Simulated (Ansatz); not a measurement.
Zr$_{6}$Ga$_{2}$Co:
```
CELL_PARAMETERS angstrom
      7.82154     0.00000     0.00000
     -3.91077     6.77365     0.00000
      0.00000     0.00000     3.36511
ATOMIC_POSITIONS crystal
  Zr 0.24794 0.00000 0.00000
  Zr 0.75206 0.75206 0.00000
  Zr 0.00000 0.24794 0.00000
  Zr 0.00000 0.59472 0.50000
  Zr 0.59472 0.00000 0.50000
  Zr 0.40528 0.40528 0.50000
  Ga 0.33333 0.66667 0.00000
  Ga 0.66667 0.33333 0.00000
  Co 0.00000 0.00000 0.50000
```

Relaxed with r²SCAN. Special points in fractions of this cell's reciprocal vectors: Γ (0.000, 0.000, 0.000); M (0.500, 0.000, 0.000); K (0.333, 0.333, 0.000); A (0.000, 0.000, 0.500); L (0.500, 0.000, 0.500); H (0.333, 0.333, 0.500).

**Question.** List the band energies nearest the Fermi level at these points for r²SCAN (plane waves, PAW; program Ansatz).

**Answer.** In eV from the Fermi level; about four levels below and three above (degenerate sets whole), none deeper than 8.9 eV; points with the same levels are listed once.

```json
[
 {"k": "Γ", "below": "-1.38 -1.38 -1.30 -0.06 -0.06", "above": "0.67 0.68 0.85 0.85"},
 {"k": "M", "below": "-1.08 -0.81 -0.39 -0.32", "above": "0.91 1.02 1.16"},
 {"k": "K", "below": "-1.39 -1.39 -0.82 -0.34 -0.34", "above": "0.96 1.21 1.21"},
 {"k": "A", "below": "-0.65 -0.65 -0.07 -0.07", "above": "0.34 0.34 0.38"},
 {"k": "L", "below": "-0.55 -0.35 -0.19 -0.08", "above": "0.10 0.22 1.71"},
 {"k": "H", "below": "-0.55 -0.55 -0.16 -0.16", "above": "0.05 0.33 1.87 1.87"}
]
```

Space group P-62m. The workflow started from a Materials Project entry (that database holds measured and hypothetical structures alike); the Crystallography Open Database copy checked does not list it. Whether it is the stable phase at ambient conditions was not checked. Symmetry was held in the r²SCAN relaxation; whether a distortion lowers the energy is not shown. No spin polarisation was allowed. Spin–orbit coupling is left out wherever it is not named.

Potentials: the later of the program's two PAW sets.
